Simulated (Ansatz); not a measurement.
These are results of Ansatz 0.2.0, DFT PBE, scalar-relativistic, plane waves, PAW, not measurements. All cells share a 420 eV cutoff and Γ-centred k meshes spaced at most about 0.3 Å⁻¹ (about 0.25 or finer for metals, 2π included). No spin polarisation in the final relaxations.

All energies are static (0 K, no zero-point motion).

Two relaxed structures of LaNb2N2:

A. Space group P-3m1 (No. 164), trigonal, a = 3.615 Å, c = 6.753 Å. La has 6 N at 2.85 Å and 6 Nb at 3.25 Å; Nb has 3 N at 2.16 Å, 1 N at 2.32 Å, 3 Nb at 2.73 Å and 3 La at 3.25 Å; N is surrounded by 3 Nb at 2.16 Å, 1 Nb at 2.32 Å and 3 La at 2.85 Å.

B. Space group I4/mmm (No. 139), tetragonal, a = 3.117 Å, c = 15.367 Å. La is surrounded by 2 N at 2.64 Å, 4 La at 3.12 Å and 8 Nb at 3.60 Å; around Nb lie 5 N at 2.21 Å, 8 Nb at 2.98–3.12 Å and 4 La at 3.60 Å; around N lie 5 Nb at 2.21 Å and 1 La at 2.64 Å.

**Question.** Which is lower in energy, and by how much?

**Answer.** B is lower, by 41 meV/atom. A has space group P-3m1 (No. 164), 15.3 Å³/atom and no gap on its mesh; B has space group I4/mmm (No. 139), 14.9 Å³/atom and no gap. Counting N atoms around La and Nb (those within 1.25 times the shortest such distance or 1.15 times the sum of covalent radii), A has La 6, Nb 4 and B has La 2, Nb 5. Both come from invented guesses.

A magnetic state wasn't ruled out in cells without spin, among them I4/mmm. Cells relaxed within their symmetry can be saddle points.
